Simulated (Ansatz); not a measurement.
Input:

CaP:
```yaml
crystal:
  lattice:
    - [7.63649, 0.00000, 0.00000]
    - [-3.81825, 6.61340, 0.00000]
    - [0.00000, 0.00000, 5.72400]
  atoms:
    - { symbol: Ca, position: [0.00000, 0.64281, 0.50000] }
    - { symbol: Ca, position: [0.64281, 0.00000, 0.50000] }
    - { symbol: Ca, position: [0.35719, 0.35719, 0.50000] }
    - { symbol: Ca, position: [0.00000, 0.30834, 0.00000] }
    - { symbol: Ca, position: [0.30834, 0.00000, 0.00000] }
    - { symbol: Ca, position: [0.69166, 0.69166, 0.00000] }
    - { symbol: P, position: [0.66667, 0.33333, 0.20077] }
    - { symbol: P, position: [0.66667, 0.33333, 0.79923] }
    - { symbol: P, position: [0.33333, 0.66667, 0.20077] }
    - { symbol: P, position: [0.33333, 0.66667, 0.79923] }
    - { symbol: P, position: [0.00000, 0.00000, 0.69585] }
    - { symbol: P, position: [0.00000, 0.00000, 0.30415] }
```

This is the r²SCAN-relaxed structure. Cartesian axes are those of the cell as given.

Question: All from r²SCAN in the plane-wave PAW code Ansatz, unless another level is named. Give the hole effective mass, band 2 of 2 at the edge.

Answer: 0.55 along x, 0.36 along z (mₑ).

Question: Next, the formation energy from the elements (no fitted shifts)?

Answer: -124 kJ/mol of atoms.

Question: And the electron effective mass?

Answer: 0.12, 1.9, 1.9 mₑ (principal values).

Question: Next, the weight of the conduction-edge state by species (Voronoi cells)?

Answer: P 65 %, Ca 35 %.

Question: And the weight of the valence-edge state by species (Voronoi cells)?

Answer: P 80 %, Ca 20 %.

Space group P-62m. The workflow started from a Materials Project entry (that database holds measured and hypothetical structures alike); the Crystallography Open Database copy checked does not list it. Its standing as an ambient phase is unchecked. Symmetry was held in the r²SCAN relaxation; whether a distortion lowers the energy is not shown. The references are the lowest solids computed at this level, not always the standard phases.

Potentials: the later of the program's two PAW sets.

Edges and masses are those of Kohn–Sham bands, whose gap is no quasiparticle gap.
